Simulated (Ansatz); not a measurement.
Mo (bcc, W type)

```yaml
crystal:
  lattice:
    - [-3.16077, 3.16077, 3.16077]
    - [0.00000, 0.00000, 3.16077]
    - [0.00000, 3.16077, 0.00000]
  atoms:
    - { symbol: Mo, position: [0.00000, 0.00000, 0.00000] }
    - { symbol: Mo, position: [0.50000, 0.00000, 0.00000] }
```

A phonon eigenvector at H = (0.5, 0.5, 0.5) is frozen into this cell: atom i moves by Q times the vector below, so Q is the largest atomic displacement, in Å. The cell is held. It is one choice among 3 degenerate patterns. (q is in reciprocal vectors of the primitive cell; the cell shown is doubled to hold the pattern.)

| atom | x | y | z |
|---|---|---|---|
| Mo1 | 0.000 | 0.000 | -1.000 |
| Mo2 | 0.000 | 0.000 | 1.000 |

These are PBE (plane waves to 420 eV, PAW, scalar-relativistic; Ansatz, a quantum-chemistry and plane-wave program) values and carry that method's errors. k mesh 21×21×21 (Γ-centred), Fermi-Dirac smearing 0.05 eV. With partly filled bands, energies and forces of such displacements shift with the k mesh and the smearing. Mo is run without spin polarisation. Mo was relaxed with its symmetry unable to fall. The PAW data are Ansatz's earlier set.

At one point of the scan the forces (eV/Å) are:

```json
[
 {"atom": "Mo1", "Fx": "0.000", "Fy": "0.000", "Fz": "-2.051"},
 {"atom": "Mo2", "Fx": "0.000", "Fy": "0.000", "Fz": "2.051"}
]
```

Problem. Which point is it?
A) Q = -0.047 Å
B) Q = -0.187 Å
C) Q = -0.280 Å
D) Q = -0.140 Å

Solution. D, Q = -0.140 Å

(For displaced atoms, the force is minus the slope of the energy, and its curvature is a force constant, which sets phonon frequencies.)
